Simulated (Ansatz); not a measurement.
# Sr: axial (c/a) deformation path

Method: DFT r2SCAN, scalar-relativistic, plane waves, PAW (Ansatz 0.2.0). The runs took a 500 eV cutoff, a Γ-centred 12×12×8 mesh and Gaussian smearing (0.15 eV). No spin polarisation. Energies are free energies at this smearing, counted from the undisturbed cell; pressure is positive in compression.

Zero of the scan (as given, not relaxed at this level; it stands at 0.1 GPa; this form isn't the usual structure):

```yaml
crystal:
  lattice:
    - [4.31000, 0.00000, 0.00000]
    - [-2.15500, 3.73257, 0.00000]
    - [0.00000, 0.00000, 7.05000]
  atoms:
    - { symbol: Sr, position: [0.33333, 0.66667, 0.25000] }
    - { symbol: Sr, position: [0.66667, 0.33333, 0.75000] }
```

At fixed volume and fractional coordinates, lengths along (0.000, 0.000, 1.000) are scaled against those across it; ρ is that ratio over its starting value. The cell is metallic on the mesh throughout.

| ρ | ΔE (meV/atom) | pressure (GPa) |
| --- | --- | --- |
| 0.800 | 106.4 | 0.3 |
| 0.850 | ? | ? |
| 0.920 | ? | ? |
| 0.960 | 5.8 | 0.1 |
| 1.000 | 0.0 | 0.1 |
| 1.050 | 4.6 | 0.1 |
| 1.100 | 22.7 | 0.1 |
| 1.200 | 98.4 | 0.4 |
| 1.300 | 215.6 | 0.9 |

Give the withheld values.

ΔE (meV/atom) at ρ = 0.850: 62.1; pressure (GPa) at ρ = 0.850: 0.2; ΔE (meV/atom) at ρ = 0.920: 19.1; pressure (GPa) at ρ = 0.920: 0.2.